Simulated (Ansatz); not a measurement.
WO₃:
```xyz
8
Lattice="5.3146 0.0000 0.0000 0.0000 5.3146 0.0000 0.0000 0.0000 3.9329" Properties=species:S:1:pos:R:3 pbc="T T T"
W      2.6573     0.0000     3.6796
W      0.0000     2.6573     0.2533
O      2.6573     0.0000     1.9248
O      0.0000     2.6573     2.0080
O      1.3287     1.3287     0.0000
O      1.3287     3.9860     0.0000
O      3.9860     3.9860     0.0000
O      3.9860     1.3287     0.0000
```

Relaxed with PBEsol. PBEsol (plane waves, PAW; program Ansatz) gives a gap of 0.57 eV.

### Question
What gap does HSE06 give on the same cell (Ansatz, PAW)?

### Answer
1.73 eV, 1.17 eV more. The hybrid was solved on a coarser mesh and at special points; its gap is the smallest among all of these.

| k | v1 PBEsol | c1 PBEsol | v1 HSE06 | c1 HSE06 |
|---|---|---|---|---|
| Γ | -0.01 | 0.57 | -0.01 | 1.73 |
| Z | 0.00 | 0.58 | 0.00 | 1.75 |
| M | -1.39 | 1.59 | … | … |
| A | -0.31 | 3.88 | … | … |
| R | -0.61 | 3.42 | … | … |
| X | -0.80 | 3.09 | … | … |

### Question
Top valence (v1) and lowest conduction level (c1) in eV from each method's valence maximum (which need not be a listed point): supply the withheld HSE06 values.

### Answer

- R, v1 HSE06: -0.67
- R, c1 HSE06: 4.81
- M, v1 HSE06: -1.51
- M, c1 HSE06: 2.80
- A, v1 HSE06: -0.35
- A, c1 HSE06: 5.26
- X, v1 HSE06: -0.85
- X, c1 HSE06: 4.40

Cost on shared cores: the PBEsol run (SCF on a 5×5×7 mesh, then bands and DOS) very roughly 80 core-seconds, the HSE06 run (SCF on 3×3×4, then a few points) around 2.8 core-minutes (rough); the tasks are unlike.

Space group P4/nmm. The first step of the workflow began from a Materials Project structure, measured or hypothetical; the Crystallography Open Database files this formula in space group No. 129, but the cells were not matched. Whether it is the stable phase at ambient conditions was not checked. The cell was relaxed with PBEsol under the symmetry of its start; whether a distortion lowers the energy is not shown. No spin polarisation was allowed. No Hubbard U is applied. Spin–orbit coupling is left out wherever it is not named.

Potentials: the later of the program's two PAW sets.
